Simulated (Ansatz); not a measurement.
Consider the following.

Relaxed Ag (fcc, Cu type):

```
CELL_PARAMETERS angstrom
      4.05439     0.00000     0.00000
      0.00000     4.05439     0.00000
      0.00000     0.00000     4.05439
ATOMIC_POSITIONS crystal
  Ag 0.00000 0.00000 0.00000
  Ag 0.50000 0.50000 0.00000
  Ag 0.50000 0.00000 0.50000
  Ag 0.00000 0.50000 0.50000
```

In each cell atom 1 (Ag, nearest neighbour Ag at 2.867 Å; its periodic images, 4.1 Å or more away, move with it) moves by s·(-0.707, -0.707, 0.000) (towards the nearest neighbour), the rest being held.

Calculation: PBEsol (plane waves to 420 eV, PAW, scalar-relativistic; Ansatz, a quantum-chemistry and plane-wave program). k mesh 9×9×9 (Γ-centred), Fermi-Dirac smearing 0.05 eV. E stands for the smeared free energy. Left out: 2 of 11 points, with atoms too close for the PAW data. With partly filled bands, energies and forces of such displacements shift with the k mesh and the smearing. On this mesh the relaxed cell isn't quite at rest: it carries a pressure of -0.2 GPa (compression positive) at the zero of the scan. Ag was relaxed with its symmetry unable to fall. ΔE is measured from the undisplaced structure.

The scan covers s from -0.688 to 0.688 Å in 9 points.

### Question
Is the energy the same for equal positive and negative displacements?

### Answer
Even: the same for both signs. With its periodic images moving along, the atom's site symmetry in this cell is m-3m.

### Question
What is the energy change at s = 0.688 Å?

### Answer
2135 meV/cell.

### Question
What force acts on the atom along the line at s = -0.688 Å?

### Answer
9.03 eV/Å.

### Question
What is the force constant k = d²E/ds² of this move at s = 0?

### Answer
5.75 eV/Å².

(For displaced atoms, the force is minus the slope of the energy, and its curvature is a force constant, which sets phonon frequencies.)
